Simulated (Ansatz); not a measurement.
BaZrO$_{3}$ (cubic perovskite)

```xyz
5
Lattice="4.2272 0.0000 0.0000 0.0000 4.2272 0.0000 0.0000 0.0000 4.2272" Properties=species:S:1:pos:R:3 pbc="T T T"
Ba     0.0000     0.0000     0.0000
Zr     2.1136     2.1136     2.1136
O      0.0000     2.1136     2.1136
O      2.1136     2.1136     0.0000
O      2.1136     0.0000     2.1136
```

The slice is a {210} plane (indices of the conventional cell) through the point (0.500, 0.500, 0.000) (fractional), spanned by u = [100] and v = [021] in vectors of this cell: u (4.23 Å) and v (9.45 Å, at 90° to u). It covers one period; positions are fractions (u, v).

Method: PBE (plane waves to 420 eV, PAW, scalar-relativistic; Ansatz, a first-principles code). k mesh 8×8×8. Near the nuclei the fields are pseudised (PAW); where an atom keeps semicore shells as valence, they peak there. BaZrO3 is run without spin polarisation. BaZrO3 was relaxed with its symmetry unable to fall.

Task: Predict the map of the electrostatic potential energy of an electron, from the cell's mean on the slice.

Result: 
```
v \ u  0.00  0.22  0.44  0.67  0.89
-----  ----  ----  ----  ----  ----
0.90    8.4   7.9   2.3   5.0   8.9
0.80    9.5   5.0  <1.0  <1.0   8.5
0.70    8.4   7.9   2.3   5.0   8.9
0.60   <1.0   3.4   8.6   8.1  <1.0
0.50      x  <1.0     x     x     x
0.40   <1.0   3.4   8.6   8.1  <1.0
0.30    8.4   7.9   2.3   5.0   8.9
0.20    9.5   5.0  <1.0  <1.0   8.5
0.10    8.4   7.9   2.3   5.0   8.9
0.00      x   9.1   8.2   9.3     x
```

Values: electrostatic potential energy of an electron, from the cell's mean, in eV. Points within 0.9 Å of a nucleus are blanked (x), as the pseudised field means little there. Values under 1 eV are set to 1. The zero, the cell's mean, hangs on the PAW cores.
